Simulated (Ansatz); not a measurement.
How far is PAW off for ZnS?

```xyz
4
Lattice="3.8452 0.0000 0.0000 -1.9226 3.3300 0.0000 0.0000 0.0000 6.3055" Properties=species:S:1:pos:R:3 pbc="T T T"
Zn    0.0000    2.2200    0.0046
Zn    1.9226    1.1100    3.1574
S     0.0000    2.2200    2.3663
S     1.9226    1.1100    5.5191
```

Atoms are numbered in the order listed.

Conventional cell: a = 3.845 Å, b = 3.845 Å, c = 6.306 Å, α = 90.00°, β = 90.00°, γ = 120.00°. Zn (atom 1) is surrounded by 4 S at 2.36 Å. Around S (atom 3) lie 4 Zn at 2.36 Å.

The cell was built from the wurtzite type and relaxed in the same program, and has space group P6_3mc; it needn't be a known or the stable phase.

Methods: DFT, PBE, PAW with Ansatz's default frozen-core files, scalar-relativistic (Ansatz 0.2.0); DFT, PBE, all-electron LAPW, scalar-relativistic (Ansatz 0.2.0).

For PAW: a Γ-centred 12×12×7 k mesh, Fermi–Dirac smearing of 0.03 eV, cutoff 420 eV, no spin polarisation. LAPW targets a basis error of 1 meV/atom. The Ansatz runs share mesh, smearing and spin set-up. Plane-wave (PAW) pressures include the program's estimate of the Pulay term.

Stress and pressure are positive in compression.

Levels count from the top of the valence band.

PAW results:

| quantity | PAW |
| --- | --- |
| pressure (GPa) | 0.00 |
| band gap (eV) | 2.079 |
| highest filled level at A (eV) | -0.447 |
| lowest empty level at A (eV) | 3.473 |
| highest filled level at L (eV) | -1.543 |
| lowest empty level at L (eV) | 3.535 |

(1) What does full-potential LAPW give for the same quantities?

Results:

(1) 
| quantity | LAPW |
| --- | --- |
| pressure (GPa) | 0.01 |
| band gap (eV) | 2.082 |
| highest filled level at A (eV) | -0.446 |
| lowest empty level at A (eV) | 3.476 |
| highest filled level at L (eV) | -1.541 |
| lowest empty level at L (eV) | 3.538 |
